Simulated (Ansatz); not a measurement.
**BiS (WC-type structure)**

Method: r²SCAN, scalar-relativistic; no spin polarisation; PAW, 500 eV, Γ-centred 10×10×8 mesh, 0.05 eV Gaussian smearing; code Ansatz. The datasets are Ansatz's generated set soft_2.

Space group P-6m2 (No. 187). a = 3.716 Å, b = 3.716 Å, c = 4.087 Å, α = 90.00°, β = 90.00°, γ = 120.00°
```tsv
atom	site	symmetry	x	y	z
Bi	1a	-6m2	0.0000	0.0000	0.0000
S	1f	-6m2	0.6667	0.3333	0.5000
```

This is a trial structure made by placing the elements on a prototype's sites, so it needn't be the stable form.

The run used a cell of 2 atoms; the mesh refers to it.

| Property | Result |
| --- | --- |
| Volume | 24.43 Å³/atom |
| Bader charges | Bi 0.92; S -0.92 e |
| Formation energy from the elements (0 K, uncorrected) | -0.08 eV/atom |
| Bulk modulus (Birch–Murnaghan) | 65 GPa |
| Pressure derivative B0′ | 4.5 |

**Question.** Fill in the band gap (r²SCAN).

**Answer.** zero (metallic).

With 21 valence electrons in the calculation's cell and no magnetic order, the bands, two electrons each, can't all be full or empty: band theory demands a metal.

For elements this heavy, spin–orbit coupling would shift levels and gaps; it isn't included here. Spin polarisation wasn't tried.
